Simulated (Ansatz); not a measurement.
Below is a relaxed structure of BC2. The cell was found from a structure generator's guess, not taken from experiment.

Method: DFT PBE, scalar-relativistic, plane waves, PAW in Ansatz. Cutoff 420 eV, Γ-centred mesh, Gaussian smearing, no spin polarisation.

```
B C
1.0
     2.67680    0.00000    0.00000
     0.00000    2.67680    0.00000
     0.00000    0.00000    6.48296
B C
2 4
Direct
  0.50000 0.50000 0.75000
  0.50000 0.50000 0.25000
  0.50000 0.00000 0.60406
  0.00000 0.50000 0.89594
  0.00000 0.50000 0.10406
  0.50000 0.00000 0.39594
```

Energies over the elements count from the elements' standard structures at the same level, with no fitted energy shifts.

Question: What space group does it have?

Answer: P4_2/mmc (No. 131). Conventional cell: a = 2.677 Å, c = 6.483 Å. B is surrounded by 4 C at 1.64 Å; around C lie 1 C at 1.35 Å and 2 B at 1.64 Å.

Question: What is its formation energy per atom?

Answer: +0.60 eV/atom. A positive value: parting into the elements would lower its energy.

Question: Is it a metal?

Answer: Yes, bands cross the Fermi level on the 14×14×6 mesh.

Question: From what recipe could a structure generator have reached it?

Answer: One such recipe: 3-, 6-connected net, elements by coordination (P4_2/mmc, No. 131). Other recipes can lead to the same cell.

The last run used a 14×14×6 mesh (in the run's order of axes) for its 6-atom cell and Gaussian smearing of 0.10 eV. The reference form of C is held partly by dispersion forces, which this level lacks. A structure relaxed within its symmetry needn't be a true minimum.
